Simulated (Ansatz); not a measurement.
**Cost of a DFT run on Bi2Te3**

```yaml
crystal:
  lattice:
    - [2.193, 1.2661291403, 10.2673233334]
    - [-2.193, 1.2661291403, 10.2673233334]
    - [0.0, -2.5322582807, 10.2673233334]
  atoms:
    - { symbol: Bi, position: [0.3999813027, 0.3999813027, 0.3999813027] }
    - { symbol: Bi, position: [0.6000186973, 0.6000186973, 0.6000186973] }
    - { symbol: Te, position: [0.0, 0.0, 0.0] }
    - { symbol: Te, position: [0.2097944549, 0.2097944549, 0.2097944549] }
    - { symbol: Te, position: [0.7902055451, 0.7902055451, 0.7902055451] }
kpoints:
  mp_grid: { grid: [12, 12, 12] }
scf:
  occupations: { method: fermi_dirac, width: 0.02 }
hamiltonian:
  xc: pbe
  pseudopotentials: { kind: paw }
output:
  forces: true
  stress: true
  populations: true
  efg: { quadrupole_moments_barn: { Bi: -0.516 }, contact_densities: true }
relax:
  f_tol: 0.02
  max_steps: 60
```

```sh
ansatz run input.yaml --threads 1 --pin off --max-ram 3072MiB --backend cpu --events-out ev --progress --plain --runs-dir out
```

It runs on 1 thread of Intel Xeon Platinum 8259CL CPU @ 2.50GHz (Skylake/Cascade Lake) (x86_64; 16 cores open to the job, memory cap 3.0 GiB, no GPU), a shared host with a load of 0.5 a core.

Task: Estimate the wall time and the peak memory.

Result: About 3.4 min of wall time (3.4 min of CPU time) and 1.5 GiB. The run holds 78 valence electrons in 47 bands, about 3359 plane waves a k-point and 189 irreducible k-points, and took 16 SCF iterations, over 3 ionic steps. Times on a shared host vary by tens of per cent.
